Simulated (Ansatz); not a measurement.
# Vibrational response of HfN at 2 GPa

All numbers below come from Ansatz 0.2.0, DFT PBEsol, scalar-relativistic, plane waves, PAW. Settings: 420 eV plane-wave cutoff, Γ-centred 16×16×16 mesh, Fermi-Dirac smearing of 0.15 eV. No spin polarisation. Phonons by linear response, acoustic sum rule imposed.

The cell, relaxed at 2 GPa:
```
CELL_PARAMETERS angstrom
0.00000 2.24596 2.24596
2.24596 0.00000 2.24596
2.24596 2.24596 0.00000
ATOMIC_POSITIONS crystal
Hf 0.00000 0.00000 0.00000
N 0.50000 0.50000 0.50000
```

In a metal, frequencies and elastic constants depend on the k mesh and the smearing, soft modes and shear constants most. Spin polarisation was left out, and a magnetic state may lie lower. Spin–orbit coupling is left out, which can shift energies with elements as heavy as these.

Optical modes at Γ; i marks an imaginary frequency:
```tsv
frequency (THz)	degeneracy
15.22	3
```

All 3 optical modes at Γ are real: no displacement of atoms at fixed cell lowers the energy to second order. Strains and modes at other wave vectors aren't tested by this run.

Cost: 1 run of about 0.52 core-minutes, on Intel Xeon 6975P-C (Granite Rapids) (shared hosts).